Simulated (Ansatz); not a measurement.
Values for one crystal, relaxed and computed with PBEsol (plane waves, PAW; program Ansatz); other levels are named.

Volume per atom: 17.05 Å³
Electronic character: metallic (no gap)
Elastic constants (relaxed ions, GPa): C11 = 401, C12 = 128, C44 = -24.0
Gap with spin–orbit coupling: none (metallic)
Mechanical stability: unstable (C has a negative eigenvalue)
Bulk modulus (Birch–Murnaghan fit): 218 GPa
Highest zone-centre frequency: 21.8 meV

Task: Pick the material that matches.
A. AlRu, R-3m (Al on 3a, Ru on 3b)
B. TiPt3, Cu3Au type
C. AlOs, CsCl type
D. TaRu, rock salt

Result: D, TaRu, rock salt

Space group Fm-3m (rock salt). The start of the workflow was typed in or built on a structure type; neither database checked (COD, Materials Project) lists it. COD files the formula under space group No. 123, 221, so this cell is another polymorph or a model. Its standing as an ambient phase is unchecked. The cell was relaxed with PBEsol under the symmetry of its start. The run is not spin-polarised. Its formation energy is positive at this level, so the cell may be metastable or incomplete. As this level gives no gap, shear constants depend on the k-mesh and smearing (Fermi–Dirac, 0.1 eV here). Scalar-relativistic: spin–orbit coupling is off unless named, which matters more the heavier the elements.

Potentials: the later of the program's two PAW sets.
